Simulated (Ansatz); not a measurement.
A generator proposed this cell of Sr2Sb2O.

```cif
data_structure
_symmetry_space_group_name_H-M 'P-3m1'
_symmetry_Int_Tables_number 164
_cell_length_a 3.6301
_cell_length_b 3.6301
_cell_length_c 8.6306
_cell_angle_alpha 90.000
_cell_angle_beta 90.000
_cell_angle_gamma 120.000
_cell_volume 98.49
loop_
_atom_site_label
_atom_site_type_symbol
_atom_site_symmetry_multiplicity
_atom_site_Wyckoff_symbol
_atom_site_fract_x
_atom_site_fract_y
_atom_site_fract_z
_atom_site_occupancy
Sr1 Sr 2 d 0.33333 0.66667 0.90833 1
Sb1 Sb 2 d 0.66667 0.33333 0.66634 1
O1 O 1 a 0.00000 0.00000 0.00000 1
```

These are results of DFT PBE+D3(BJ), scalar-relativistic, plane waves, PAW in Ansatz, not measurements. Cutoff 420 eV; k points 6×6×2 on the computed 5-atom cell (Γ-centred); Gaussian smearing, width 0.10 eV; no spin polarisation.

Formation energies are uncorrected and refer to the elements' standard structures at the same level (O₂ as a molecule).

Question: Estimate its pressure, forces and energy as it stands.

Answer: The pressure is 33.6 GPa (the mean over three directions, positive in compression), the largest force is 3.28 eV/Å, and the energy is −0.01 eV/atom against the elements. The shortest distance is 2.24 Å.

Question: How much does it gain on relaxing, and where does it end?

Answer: Relaxing gains about 1.2 eV/atom (the start's value is from the coarse mesh, so the gain is rough) in 16 ionic steps and ends at −1.19 eV/atom on the finer mesh. The symmetry stays P-3m1 (No. 164). The volume per atom grows by 30.7 %, from 19.7 to 25.7 Å³. The shortest distance goes from 2.24 Å (Sr–O) to 2.68 Å (Sr–O). Conventional cell: a = 3.957 Å, c = 9.492 Å. Around Sr lie 3 O at 2.68 Å and 3 Sb at 3.34 Å; Sb has 3 Sb at 2.92 Å and 3 Sr at 3.34 Å; O has 6 Sr at 2.68 Å.

The last run used a 12×12×4 mesh (in the run's order of axes) for its 5-atom cell and Gaussian smearing of 0.10 eV. Spin–orbit coupling, which can matter for Sb, is left out. The relaxation can't lower the symmetry of the start. Symmetry constrained the relaxation, so the result can be a saddle point.
